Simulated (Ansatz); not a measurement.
# Elastic constants of FeCo3: input and output

Computed with DFT LDA, scalar-relativistic, plane waves, PAW in Ansatz 0.2.0.

Launched with:
```bash
ansatz run input.yaml --threads 2 --pin off --max-ram 6144MiB --backend cpu --events-out ev --progress --plain --runs-dir out
```

Input (bare energies are in eV):
```yaml
crystal:
  lattice:
    - [3.4205536838, 0.0, 0.0]
    - [0.0, 3.4205536838, 0.0]
    - [0.0, 0.0, 3.4205536838]
  atoms:
    - { symbol: Fe, position: [0.0, 0.0, 0.0], spin: 2.21 }
    - { symbol: Co, position: [0.5, 0.5, 0.0], spin: 1.32 }
    - { symbol: Co, position: [0.5, 0.0, 0.5], spin: 1.32 }
    - { symbol: Co, position: [0.0, 0.5, 0.5], spin: 1.32 }
basis:
  ecutwfc: 420
kpoints:
  mp_grid: { grid: [12, 12, 12] }
hamiltonian:
  xc: lda
scf:
  occupations: { method: gaussian, width: 0.2 }
output:
  forces: true
  stress: true
  eigenvalues: true
  populations: true
magnetization:
  spin_polarized: true
elastic:
  mode: relaxed_ion
  amplitude: 0.005
  stencil: two_point
```

From the output:
```
--- Elastic constants: 2 strain directions × 2 members + reference (group order 48) ---
  dense FFT box of the reference and of every strained cell: 24×24×24
  strains applied: 11, 23; error gains: componentwise 1.00 (the most a stress slope's error grows in a printed constant), spectral 1.73 (1 for all six strains in a standard setting)
  C = ∂σ_k/∂η_j (tension-positive GPa; Voigt order 11 22 33 23 13 12):
       187.821     50.565     50.565     -0.000     -0.000     -0.000
        50.565    187.821     50.565     -0.000     -0.000     -0.000
        50.565     50.565    187.821     -0.000     -0.000     -0.000
         0.000     -0.000     -0.000    173.353      0.000      0.000
         0.000      0.000     -0.000      0.000    173.353      0.000
         0.000     -0.000     -0.000      0.000      0.000    173.353
  reference stress σ⁰ (GPa):      0.004      0.004      0.004     -0.000      0.000      0.000
  C* (energy form; C + prestress term) asymmetry max|C*_kj − C*_jk| = 1.421e-14 GPa — a small one proves nothing (zero by symmetry where the batch's group is 432, −43m or m−3m); a large one is finite-difference/SCF noise where every solve ...
  moduli (Voigt/Reuss/Hill, GPa): K = 96.32/96.32/96.32   G = 131.46/107.65/119.55   E = 253.70   ν = 0.061
  mechanically stable: yes (min eigenvalue of sym C = 137.26 GPa)
  strain η (Voigt 11):  stress-route row diagonal C_11 = 187.82 GPa, energy-path curvature d²(F+E_count+ΔE)/dδ²/Ω₀ = 189.62 GPa
         δ    σ_11 (GPa) F (eV) n_scf n_hpsi n_pw
    -5.000e-3      -0.8799      -19608.1776723      26  613515    804   relax 0 steps, max|allowed force component| 3.79e-29 eV/Å
     5.000e-3       0.9983      -19608.1775846      22  490413    804   relax 0 steps, max|allowed force component| 2.64e-29 eV/Å
  strain η (Voigt 23):  stress-route row diagonal C_44 = 173.35 GPa, energy-path curvature d²(F+E_count+ΔE)/dδ²/Ω₀ = 175.06 GPa
         δ    σ_23 (GPa) F (eV) n_scf n_hpsi n_pw
    -5.000e-3      -0.8668      -19608.1776789      20  783081    804   relax 0 steps, max|allowed force component| 1.50e-29 eV/Å
     5.000e-3       0.8668      -19608.1776789      16  644997    804   relax 0 steps, max|allowed force component| 1.66e-29 eV/Å
--- Löwdin populations: 4 sites ---
  site symbol q [e]    m [muB]
     0     Fe     15.8309     2.0471
     1     Co     16.7782     1.2062
     2     Co     16.7782     1.2062
     3     Co     16.7782     1.2062
  spilling = 0.012454 (of n_electrons = 67.000000)
```

It took 2.8 min on 2 threads of Oxide Virtual Turin-like Processor (Zen 5) (shared host), peak memory 1.1 GiB.

In a metal, frequencies and elastic constants depend on the k mesh and the smearing, soft modes and shear constants most.